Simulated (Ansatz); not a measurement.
TiTe2 (CdI2 type), scan of one atom of the cell

Starting cell, TiTe₂ (CdI2 type):

```xyz
6
Lattice="7.5679 0.0000 0.0000 -1.8920 3.2770 0.0000 0.0000 0.0000 6.6016" Properties=species:S:1:pos:R:3 pbc="T T T"
Ti     0.0000     0.0000     0.0000
Ti     3.7840     0.0000     0.0000
Te     0.0000     2.1847     1.6956
Te     3.7840     2.1847     1.6956
Te     1.8920     1.0923     4.9060
Te     5.6759     1.0923     4.9060
```

In each cell atom 3 (Te, nearest neighbour Ti at 2.765 Å; its periodic images, 3.8 Å or more away, move with it) moves by s·(1.000, 0.000, 0.000) (along Cartesian x), the rest being held.

The numbers are results of r2SCAN+rVV10 (plane waves to 500 eV, PAW, scalar-relativistic; Ansatz, a program for electronic structure), not measurements. k mesh 11×11×6 (Γ-centred), Fermi-Dirac smearing 0.05 eV. Energies are smeared free energies. Compression counts positive. With partly filled bands, energies and forces of such displacements shift with the k mesh and the smearing. F∥ is the force on the atom along that direction. F⊥ is the part of the force across the line. Spin-orbit coupling is left out, though Te is heavy. TiTe2 is run without spin polarisation. TiTe2 was relaxed with its symmetry unable to fall. The zero of ΔE is the undisplaced structure.

```csv
s (Å),ΔE (meV/cell),|F⊥| (eV/Å),F∥ (eV/Å),P (GPa)
-0.280,215,0.395,1.549,0.6
-0.224,137,0.251,1.233,0.4
-0.168,77,0.147,0.921,0.2
-0.112,34,0.080,0.612,0.1
-0.056,9,0.039,0.305,0.0
0.000,0,0.003,-0.001,0.0
0.056,9,0.061,-0.308,0.0
0.112,35,0.152,-0.617,0.1
0.168,78,0.277,-0.930,0.2
0.224,139,0.440,-1.249,0.4
0.280,218,0.640,-1.575,0.6
```

Key numbers:

- Energy at s = 0.280 Å = 218 meV/cell
- Force along the line at s = -0.280 Å = 1.55 eV/Å
- Shape of the curve = a single well with its minimum at or next to zero displacement
- Force constant k = d²E/ds² at s = 0 (finite differences) = 5.47 eV/Å²
- Harmonic estimate at the end of the scan = ½ks² = 214 meV/cell against the computed 218 meV/cell, so the well is close to harmonic there

(A displaced cell: forces are minus the slopes of the energy, force constants its curvatures, and phonons follow from these.)
